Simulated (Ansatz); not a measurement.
Input file for Ansatz (a program for electronic structure):

Ansatz 0.2 input:
```yaml
crystal:
  lattice:
    - [0.0, 4.4733938576, 4.4733938576]
    - [4.4733938576, 0.0, 4.4733938576]
    - [4.4733938576, 4.4733938576, 0.0]
  atoms:
    - { symbol: Tl, position: [0.25, 0.25, 0.25] }
    - { symbol: Tl, position: [0.75, 0.75, 0.75] }
    - { symbol: Tl, position: [0.5, 0.5, 0.5] }
    - { symbol: Ga, position: [0.0, 0.0, 0.0] }
    - { symbol: F, position: [0.7889089321, 0.2110910679, 0.2110910679] }
    - { symbol: F, position: [0.2110910679, 0.7889089321, 0.7889089321] }
    - { symbol: F, position: [0.2110910679, 0.7889089321, 0.2110910679] }
    - { symbol: F, position: [0.7889089321, 0.2110910679, 0.7889089321] }
    - { symbol: F, position: [0.2110910679, 0.2110910679, 0.7889089321] }
    - { symbol: F, position: [0.7889089321, 0.7889089321, 0.2110910679] }
kpoints:
  mp_grid: { grid: [5, 5, 5] }
  band_path:
    path:
      - [[0.0, 0.0, 0.0], [0.5, 0.0, 0.5], [0.625, 0.25, 0.625]]  # Γ-X-U
      - [[0.375, 0.375, 0.75], [0.0, 0.0, 0.0], [0.5, 0.5, 0.5], [0.5, 0.25, 0.75], [0.5, 0.0, 0.5]]  # K-Γ-L-W-X
      - [VBM, CBM]
    npoints: 12
hamiltonian:
  xc: r2scan
  dispersion: d4
  pseudopotentials: { kind: paw }
magnetization: { noncollinear: true, spin_orbit: true }
scf:
  n_extra_bands: 20
  convergence: { dr2_threshold: 0.0000000001 }
  occupations: { method: gaussian, width: 0.01 }
checkpoint: { write: soc.run }
output: { eigenvalues: true }
```

Output (shortened):

```
Pseudopotential: Tl, paw_fr, valence charge 13
Pseudopotential: Ga, paw_fr, valence charge 13
Pseudopotential: F, paw_fr, valence charge 7
Functional definition: r2SCAN
non-collinear run that drives no moment, with spin-orbit …
Crystal: 10 atoms, lattice volume = 179.036 Å³
Basis set: ecut = 500 eV, 4573 PW (Γ), exchange–correlation on 192×192×192 points (64 copies of the dense FFT grid, shifted against one another)
Bands: 114, of which v1, the nominal top of the filled ones, is band 94 counted from 1 (93 counted from 0)
Symmetry: 48 space group operations + 48 with time reversal
k-points: 10 of 125
Projection manifold: j_resolved (fully-relativistic pseudo-atomic orbitals)
SCF iter   1: F=—  HF=-42941.858008 eV  |F-HF|=—  |Δ(HF+E_count)|=         —  Δρ=1.57e-1  dr2=4.44e1  dr2_τ=1.81e-1  dr2_m=0.00e0 (ungated)  ethr=3.10e-3  |M|=0.00e0 ∫|m|=0.00e0 μB  |m|>n=0.0e0 m-floor=0.0e0 τ_xc=0.0e0  β_m=0.30  ⟨swp⟩=5.4  Hψ=2359  notcnv=0  defer=28
preconditioner: auto → Resta (q_TF=auto, 2.451 Å⁻¹)
spin=Noncollinear: Resta preconditioning applied to the charge; magnetization (m_x, m_y, m_z) channels mix plain (no charge-response kernel on spin).
SCF iter   2: F=—  HF=-42932.091278 eV  |F-HF|=—  |Δ(HF+E_count)|=    9.77e0  Δρ=5.68e-2  dr2=8.04e0  dr2_τ=1.16e-1  dr2_m=0.00e0 (ungated)  ethr=3.10e-3  |M|=0.00e0 ∫|m|=0.00e0 μB  |m|>n=0.0e0 m-floor=0.0e0 τ_xc=0.0e0  β_m=0.38  ⟨swp⟩=3.0  Hψ=1184  notcnv=0  defer=146
SCF iter   3: F=—  HF=-42929.907299 eV  |F-HF|=—  |Δ(HF+E_count)|=    2.18e0  Δρ=2.53e-2  dr2=1.85e0  dr2_τ=8.22e-3  dr2_m=0.00e0 (ungated)  ethr=3.10e-3  |M|=0.00e0 ∫|m|=0.00e0 μB  |m|>n=0.0e0 m-floor=0.0e0 τ_xc=0.0e0  β_m=0.56  ⟨swp⟩=3.0  Hψ=1104  notcnv=0  defer=146
SCF iter   4: F=—  HF=-42929.314646 eV  |F-HF|=—  |Δ(HF+E_count)|=   5.93e-1  Δρ=8.10e-3  dr2=9.62e-2  dr2_τ=1.65e-3  dr2_m=0.00e0 (ungated)  ethr=1.97e-3  |M|=0.00e0 ∫|m|=0.00e0 μB  |m|>n=0.0e0 m-floor=0.0e0 τ_xc=0.0e0  β_m=0.76  ⟨swp⟩=3.1  Hψ=1077  notcnv=0  defer=144
SCF iter   5: F=—  HF=-42929.314520 eV  |F-HF|=—  |Δ(HF+E_count)|=   1.26e-4  Δρ=2.39e-3  dr2=7.15e-3  dr2_τ=8.10e-5  dr2_m=0.00e0 (ungated)  ethr=1.02e-4  |M|=0.00e0 ∫|m|=0.00e0 μB  |m|>n=0.0e0 m-floor=0.0e0 τ_xc=0.0e0  β_m=0.71  ⟨swp⟩=2.0  Hψ=970  notcnv=0  defer=144
SCF iter   6: F=—  HF=-42929.312979 eV  |F-HF|=—  |Δ(HF+E_count)|=   1.54e-3  Δρ=8.24e-4  dr2=1.16e-3  dr2_τ=2.17e-5  dr2_m=0.00e0 (ungated)  ethr=7.61e-6  |M|=0.00e0 ∫|m|=0.00e0 μB  |m|>n=0.0e0 m-floor=0.0e0 τ_xc=0.0e0  β_m=0.73  ⟨swp⟩=2.0  Hψ=936  notcnv=0  defer=144
SCF iter   7: F=—  HF=-42929.313205 eV  |F-HF|=—  |Δ(HF+E_count)|=   2.26e-4  Δρ=1.91e-4  dr2=4.17e-5  dr2_τ=8.09e-7  dr2_m=0.00e0 (ungated)  ethr=1.23e-6  |M|=0.00e0 ∫|m|=0.00e0 μB  |m|>n=0.0e0 m-floor=0.0e0 τ_xc=0.0e0  β_m=0.87  ⟨swp⟩=2.0  Hψ=936  notcnv=0  defer=144
SCF iter   8: F=—  HF=-42929.313252 eV  |F-HF|=—  |Δ(HF+E_count)|=   4.78e-5  Δρ=5.56e-5  dr2=3.76e-6  dr2_τ=1.13e-7  dr2_m=0.00e0 (ungated)  ethr=4.43e-8  |M|=0.00e0 ∫|m|=0.00e0 μB  |m|>n=0.0e0 m-floor=0.0e0 τ_xc=0.0e0  β_m=0.93  ⟨swp⟩=2.0  Hψ=879  notcnv=0  defer=144
SCF iter  13: F=-42929.313130 eV  HF=-42929.313130 eV  |F-HF|=7.28e-12  |Δ(HF+E_count)|=  2.18e-11  Δρ=5.63e-8  dr2=8.70e-12  dr2_τ=1.10e-13  dr2_m=0.00e0 (ungated)  ethr=1.00e-12  |M|=0.00e0 ∫|m|=0.00e0 μB  |m|>n=0.0e0 m-floor=0.0e0 τ_xc=0.0e0  ⟨swp⟩=9.1  Hψ=2200  notcnv=0
SCF 1 converged in 13 iterations: F = -42929.313130 eV  dr2 = 8.70e-12
NSCF: frozen V_eff on 16 k-points
NSCF: frozen V_eff on 16 k-points
NSCF: frozen V_eff on 15 k-points
NSCF: frozen V_eff on 3 k-points
NSCF: frozen V_eff on 6 k-points
NSCF: frozen V_eff on 6 k-points
NSCF: frozen V_eff on 3 k-points
NSCF: frozen V_eff on 3 k-points
NSCF: frozen V_eff on 87 k-points
SCF converged after 13 iterations
Magnetization: |M| = 0.0000 μB,  M = (+0.0000, +0.0000, +0.0000) μB
Absolute magnetization: 0.0000 μB (∫|m|)
  site 0: m = (+0.0000, +0.0000, +0.0000) μB, |m| = 0.0000 μB  (R = 1.31 Å)
  site 1: m = (+0.0000, +0.0000, +0.0000) μB, |m| = 0.0000 μB  (R = 1.31 Å)
  site 2: m = (+0.0000, +0.0000, +0.0000) μB, |m| = 0.0000 μB  (R = 1.07 Å)
  site 3: m = (+0.0000, +0.0000, +0.0000) μB, |m| = 0.0000 μB  (R = 0.78 Å)
  site 4: m = (+0.0000, +0.0000, +0.0000) μB, |m| = 0.0000 μB  (R = 0.78 Å)
  site 5: m = (+0.0000, +0.0000, +0.0000) μB, |m| = 0.0000 μB  (R = 0.78 Å)
  site 6: m = (+0.0000, +0.0000, +0.0000) μB, |m| = 0.0000 μB  (R = 0.78 Å)
  site 7: m = (+0.0000, +0.0000, +0.0000) μB, |m| = 0.0000 μB  (R = 0.78 Å)
  site 8: m = (+0.0000, +0.0000, +0.0000) μB, |m| = 0.0000 μB  (R = 0.78 Å)
  site 9: m = (+0.0000, +0.0000, +0.0000) μB, |m| = 0.0000 μB  (R = 0.78 Å)
Free energy (F): -42929.313130 eV
Harris-Foulkes:  -42929.313130 eV  (|F-HF|=7.28e-12)
Internal energy: -42929.313130 eV  (E = F + TS)
E sigma→0 (E₀):  -42929.313130 eV
Fermi energy:    6.218092 eV
--- Per-component energies (eV) ---
  E_band       = -409.003147
  E_kinetic    = 2362.044243
  E_local      = -9205.182063  (includes V_loc(G=0)·N_el)
  E_nonlocal   = 1828.485861
  E_hartree    = 3715.125193
  E_xc         = -1193.549212
  E_vxc        = -1227.283810  (∫ρ·V_xc dr)
  E_paw        = -33703.063062  (= ΣΔE_a)
  E_vpaw       = -1688.108142  (= ΣTr[D̂ρ^β])
  E_aug_tail   = 0.006388  (compensation charges beyond the density's cutoff)
  E_vtau       = 90.784063  (kinetic-family band-sum trace: ∫τ·v_τ [+ j·A + Jᵃ·Aᵃ] dr)
  E_ewald      = -6734.556436
  E_disp       = -0.820414  (pairwise vdW)
  E_core_change = 2.196374  (= ΣΔE_core)
  E_smearing   =  0.000000  (= −TS)
  E_closure    = 0.000000  (closes the sum)
  Σ components = -42929.313130   (vs F -42929.313130, Δ=0.00e0)
  [band-id]    e_kinetic+e_local+e_nonlocal+2·e_hartree+e_vxc+e_vpaw+e_augmentation_tail+e_vtau = -409.003076   (vs E_band -409.003147, Δ=7.15e-5)
--- Band table (eV; the first three rows and the last of 10) ---
  k-point 0: bands = ["-19.0158", "-19.0158", "-18.4631", "-18.4631", "-18.4567", "-18.4567", "-18.4567", "-18.4567", "-18.3698", "-18.3698", "-18.3698", "-18.3698", "-8.6421", "-8.6421", "-8.6421", "-8.6421", "-8.2010", "-8.2010", "-8.2010", "-8.2010", …
  k-point 1: bands = ["-19.0060", "-19.0060", "-18.4702", "-18.4702", "-18.4591", "-18.4591", "-18.4559", "-18.4559", "-18.3709", "-18.3709", "-18.3705", "-18.3705", "-8.6412", "-8.6412", "-8.6409", "-8.6409", "-8.1993", "-8.1993", "-8.1992", "-8.1992", …
  k-point 2: bands = ["-18.9893", "-18.9893", "-18.4878", "-18.4878", "-18.4578", "-18.4578", "-18.4547", "-18.4547", "-18.3726", "-18.3726", "-18.3716", "-18.3716", "-8.6398", "-8.6398", "-8.6391", "-8.6391", "-8.1966", "-8.1966", "-8.1965", "-8.1965", …
  k-point 9: bands = ["-18.9838", "-18.9838", "-18.4749", "-18.4749", "-18.4617", "-18.4617", "-18.4585", "-18.4585", "-18.3844", "-18.3844", "-18.3703", "-18.3703", "-8.6432", "-8.6432", "-8.6400", "-8.6400", "-8.2031", "-8.2031", "-8.1978", "-8.1978", …
```

Cost: very roughly 11 core-minutes on shared cores.

Space group Fm-3m. The first step of the workflow began from a Materials Project structure, measured or hypothetical; the Crystallography Open Database copy checked does not list it. Whether it is the stable phase at ambient conditions was not checked. The cell was relaxed with r²SCAN+D4 under the symmetry of its start; whether a distortion lowers the energy is not shown.

Potentials: the later of the program's two PAW sets.

Ansatz is a plane-wave DFT program.
